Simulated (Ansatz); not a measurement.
Pt (fcc (Cu type), space group No. 225) at seven volumes, r²SCAN (plane waves, PAW; program Ansatz), scaled uniformly. One row is withheld.

| V (Å³/atom) | P (GPa) |
|---|---|
| 13.917 | 33.02 |
| 14.375 | ? |
| 14.834 | 8.98 |
| 15.293 | 0.00 |
| 15.752 | -7.40 |
| 16.211 | -13.45 |
| 16.669 | -18.41 |

Task: Fit the shown pressures and predict the withheld one.

Result: P = (3/2)B₀(x^(7/2) − x^(5/2))[1 + (3/4)(B′ − 4)(x − 1)] with x = (V₀/V)^(2/3). Least squares on the six rows gives V₀ = 15.293 Å³/atom, B₀ = 271 GPa, B′ = 5.47. At V = 14.375, x = 1.0421 and P = 19.87 GPa. The run itself gave 19.86 GPa.

Space group Fm-3m (fcc (Cu type)). Symmetry was held in the r²SCAN relaxation. No spin polarisation was allowed. Spin–orbit coupling is left out wherever it is not named.

Potentials: the later of the program's two PAW sets.
